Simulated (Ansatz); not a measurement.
A distorted cell of Hf (hcp, Mg type):

```
CELL_PARAMETERS angstrom
      3.23606     0.00000     0.00000
     -1.61803     2.80251     0.00000
      0.00000     0.00000     5.12182
ATOMIC_POSITIONS crystal
  Hf 0.33333 0.66667 0.75000
  Hf 0.66667 0.33333 0.25000
```

Method: PBEsol (plane waves to 420 eV, PAW, scalar-relativistic; Ansatz, an electronic-structure program). k mesh 17×17×9 (Γ-centred), Fermi-Dirac smearing 0.05 eV. The energy includes the smearing's −TS. Stress and pressure are positive under compression. Hf is run without spin polarisation. Hf was relaxed with its symmetry unable to fall. Spin-orbit coupling is left out, though Hf is heavy. The PAW data are Ansatz's earlier set.

Task: What is the stress tensor (GPa)?

Result: 
```
   -7.2      0.0      0.0
    0.0     -7.2      0.0
    0.0      0.0     -7.4
```
The pressure, a third of the trace, is -7.3 GPa.

Task: It is the relaxed cell scaled evenly to V/V₀ = 1.075, atoms relaxed where free. What is its energy relative to the relaxed cell?

Result: 39 meV/atom.

(Under strain, the slope of the energy per volume gives the stress and its curvature an elastic modulus.)
